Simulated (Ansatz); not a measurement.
Cs$_{2}$RbInF$_{6}$:
```xyz
10
Lattice="0.0000 4.7321 4.7321 4.7321 0.0000 4.7321 4.7321 4.7321 0.0000" Properties=species:S:1:pos:R:3 pbc="T T T"
Cs     7.0981     7.0981     7.0981
Cs     2.3660     2.3660     2.3660
Rb     4.7321     4.7321     4.7321
In     0.0000     0.0000     0.0000
F      2.0784     4.7321     4.7321
F      7.3858     4.7321     4.7321
F      4.7321     2.0784     4.7321
F      4.7321     7.3858     4.7321
F      4.7321     4.7321     2.0784
F      4.7321     4.7321     7.3858
```

Relaxed with r²SCAN. Special points in fractions of this cell's reciprocal vectors: Γ (0.000, 0.000, 0.000); X (0.500, 0.000, 0.500); U (0.625, 0.250, 0.625); K (0.375, 0.375, 0.750); L (0.500, 0.500, 0.500); W (0.500, 0.250, 0.750).

Q: List the band energies nearest the valence-band maximum at these points for r²SCAN (plane waves, PAW; program Ansatz).

A: In eV from the valence-band maximum; about four levels below and three above (degenerate sets whole), none deeper than 8.9 eV; points with the same levels are listed once.

| k | below | above |
|---|---|---|
| Γ | -0.35 -0.35 -0.24 -0.24 -0.24 | 6.35 8.49 8.49 |
| X | -0.40 -0.40 -0.39 -0.35 -0.25 | 7.60 8.73 9.14 |
| U | -0.35 -0.31 -0.27 -0.14 | 7.66 9.04 9.14 |
| L | -0.29 -0.29 0.00 0.00 | 7.63 8.83 9.67 9.67 |
| W | -0.38 -0.29 -0.29 -0.11 | 7.68 9.05 9.05 |

Space group Fm-3m. The workflow started from a Materials Project entry (that database holds measured and hypothetical structures alike); the Crystallography Open Database copy checked does not list it. Whether it is the stable phase at ambient conditions was not checked. The r²SCAN relaxation kept the symmetry of its start; whether a distortion lowers the energy is not shown. Scalar-relativistic: spin–orbit coupling is off unless named, which matters more the heavier the elements.

Potentials: the later of the program's two PAW sets.
